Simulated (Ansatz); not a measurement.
## Notes on ZnSb

```
Sb Zn
1.0
     5.98932    0.00000    0.00000
     0.00000    7.68093    0.00000
     0.00000    0.00000    7.97844
Sb Zn
8 8
Direct
  0.13820 0.07269 0.10084
  0.36180 0.92731 0.60084
  0.63820 0.42731 0.89916
  0.86180 0.57269 0.39916
  0.86180 0.92731 0.89916
  0.63820 0.07269 0.39916
  0.36180 0.57269 0.10084
  0.13820 0.42731 0.60084
  0.54145 0.62021 0.63546
  0.95855 0.37979 0.13546
  0.04145 0.87979 0.36454
  0.45855 0.12021 0.86454
  0.45855 0.37979 0.36454
  0.04145 0.62021 0.86454
  0.95855 0.12021 0.63546
  0.54145 0.87979 0.13546
```

The numbers come from plane-wave PAW DFT (Ansatz): r2SCAN, no spin polarisation, 500 eV, 5×4×4 Γ-centred k points, cold occupations (width 0.0195 eV). Nothing was relaxed.

Q: What does the stress say?

A: The pressure is 6.5 GPa (compression positive), so with the atoms held at these fractions the cell would first expand; the forces are large, so a full relaxation may end otherwise. The principal stresses 4.4, 6.8, 8.2 GPa differ, so its shape would change too.

Q: Which element gives electrons and which takes them?

A: Bader charges in e: Zn +0.34, Sb -0.34. In the mean Zn gives up most and Sb takes most.

Q: What is the band gap?

A: The gap on the k mesh is 0.57 eV; the mesh may miss the band edges, so the true gap of this level can be smaller.

Q: What is the formation energy?

A: 0.02 eV an atom against the elements' usual phases (free molecules for gases, crystals otherwise, with no correction for O₂ or N₂), too near zero to call. Relaxing would lower it.

Q: Which atom feels the largest force, and which way?

A: The largest is on Sb1 (and as large on other atoms): 2.38 eV/Å, components (1.55, 1.04, 1.47). It makes 179° with the line to a nearest neighbour, Sb5 at 2.56 Å, pointing away from it.

Origin: a known structure type with other elements, at an estimated volume, so it need not be a known compound. Caveats: an odd or shifted mesh can miss the band edges, so this level's true gap may be smaller; no spin-orbit coupling, which can shift this gap by tenths of an eV; atoms or cell far from equilibrium.
